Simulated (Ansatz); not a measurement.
SiGe:
```cif
data_GeSi
_chemical_formula_sum 'Ge1 Si1'
_space_group_name_H-M_alt 'Pm-3m'
_space_group_IT_number 221
_space_group_name_Hall '-P 4 2 3'
_cell_length_a 3.24167
_cell_length_b 3.24167
_cell_length_c 3.24167
_cell_angle_alpha 90.000
_cell_angle_beta 90.000
_cell_angle_gamma 90.000
loop_
_atom_site_label
_atom_site_type_symbol
_atom_site_symmetry_multiplicity
_atom_site_Wyckoff_symbol
_atom_site_fract_x
_atom_site_fract_y
_atom_site_fract_z
_atom_site_occupancy
Ge1 Ge 1 a 0.00000 0.00000 0.00000 1
Si1 Si 1 b 0.50000 0.50000 0.50000 1
```

Relaxed with PBE.

Task: Decompose the optical modes at the zone centre into irreducible representations, and say which are infrared and Raman allowed.

Result: Point group m-3m: Γ_opt = T1u. Infrared: T1u. Raman: none.

Task: Assign frequencies (DFPT, DFT-PBE in the program Ansatz with PAW potentials).

Result: T1u 127 cm⁻¹.

A made-up cell: these elements were put on the sites of a structure type; neither database checked (COD, Materials Project) lists it. Whether it is the stable phase at ambient conditions was not checked. The PBE relaxation kept the symmetry of its start. At this level the phase is dynamically unstable (imaginary phonons). As this level gives no gap, phonon frequencies hold no LO–TO term and depend on the k-mesh and smearing (Fermi–Dirac, 0.1 eV here).

Potentials: the later of the program's two PAW sets.
